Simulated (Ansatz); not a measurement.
Data:

Tc:
```xyz
2
Lattice="2.7298 0.0000 0.0000 -1.3649 2.3641 0.0000 0.0000 0.0000 4.3683" Properties=species:S:1:pos:R:3 pbc="T T T"
Tc     0.0000     1.5761     3.2762
Tc     1.3649     0.7880     1.0921
```

This is the PBE+D3(BJ)-relaxed structure. Tensor components refer to the Cartesian frame of this cell.

All from PBE+D3(BJ) in the plane-wave PAW code Ansatz, unless another level is named. Estimate the Hill bulk and shear moduli.

318 and 149 GPa.

Give the elastic constants (relaxed ions, GPa).

C11 = 513, C12 = 237, C13 = 197, C33 = 569, C44 = 144.

Space group P6_3/mmc (hcp (Mg type)). The PBE+D3(BJ) relaxation kept the symmetry of its start. The run is not spin-polarised. The pairwise dispersion correction was not fitted to metals. As this level gives no gap, shear constants depend on the k-mesh and smearing (Fermi–Dirac, 0.1 eV here).

Potentials: the later of the program's two PAW sets.
